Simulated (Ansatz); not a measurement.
SnO2 (rutile, P4_2/mnm), the program Ansatz at the PBE level (PAW). The conduction-band minimum lies at Γ, with 1 equivalent valley. Second derivatives d²E/dk² of the lowest band at one valley (eV·Å²), along Cartesian directions:

| direction | d²E/dk² |
|---|---|
| [100] | 44.81 |
| [010] | 44.81 |
| [001] | 48.56 |
| [110] | 44.87 |
| [101] | 46.69 |
| [011] | 46.69 |

Question: Find the principal effective masses, the density-of-states mass and the conductivity mass.

Answer: Off-diagonal terms follow from H_xy = H[110] − (H_xx + H_yy)/2, and m*/mₑ = 7.620 eV·Å² over each eigenvalue: 0.16, 0.17, 0.17. One valley's DOS mass (m₁m₂m₃)^(1/3) = 0.17, conductivity mass 3/(Σ 1/mᵢ) = 0.17 mₑ.

Question: What effective density of states Nc follows at 300 K for parabolic valleys?

Answer: Nc = 2.509e19 × 1 × (0.17)^(3/2) ≈ 1.8e18 cm⁻³.

Question: With the computed static dielectric constant 13.0 (mean of the diagonal), estimate a hydrogenic donor's binding energy and radius.

Answer: E = 13.606 eV × 0.17/13.0² ≈ 14 meV; a = 0.529 Å × ε/m* ≈ 40 Å. Semilocal masses tend to be too small where the gap is.

Symmetry was held in the PBE relaxation; phonons on a q-mesh show no instability. Spin–orbit coupling is left out wherever it is not named.

Potentials: the later of the program's two PAW sets.
